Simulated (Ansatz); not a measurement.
## MgS (Fm-3m), two-dimensional strain map

Level of theory: DFT PBEsol, scalar-relativistic, plane waves, PAW in Ansatz 0.2.0. Cutoff 420 eV, Γ-centred 8×8×8 k-points, Gaussian smearing of 0.05 eV. No spin polarisation. Energies are free energies at this smearing, counted from the undisturbed cell; pressure is positive in compression.

Zero of the scan (as given, not relaxed at this level; it stands at -0.9 GPa):

```
Mg S
1.0
     0.00000    2.60165    2.60165
     2.60165    0.00000    2.60165
     2.60165    2.60165    0.00000
Mg S
1 1
Direct
  0.00000 0.00000 0.00000
  0.50000 0.50000 0.50000
```

The cell is strained by p along both x and y and by q along z, fractional coordinates fixed. Points are written (p, q).

p was sampled at -0.030, -0.015, 0.000, 0.015, 0.030 and q at -0.030, -0.015, 0.000, 0.015, 0.030.

Task: Where on the computed points is the energy highest, and how high?

Result: At (0.030, 0.030): 39.7 meV/atom.

Task: Away from (0, 0), which computed point is lowest?

Result: (0.000, -0.015): 0.3 meV/atom.

The map, in meV/atom:

| p \ q | -0.030 | -0.015 | 0.000 | 0.015 | 0.030 |
| --- | --- | --- | --- | --- | --- |
| -0.030 | 27.4 | 18.6 | 14.2 | 13.5 | 16.0 |
| -0.015 | 10.8 | 4.1 | 1.7 | 3.0 | 7.3 |
| 0.000 | 5.0 | 0.3 | 0.0 | 3.2 | 9.4 |
| 0.015 | 8.2 | 5.7 | 7.4 | 12.6 | 20.7 |
| 0.030 | 19.2 | 18.8 | 22.5 | 29.7 | 39.7 |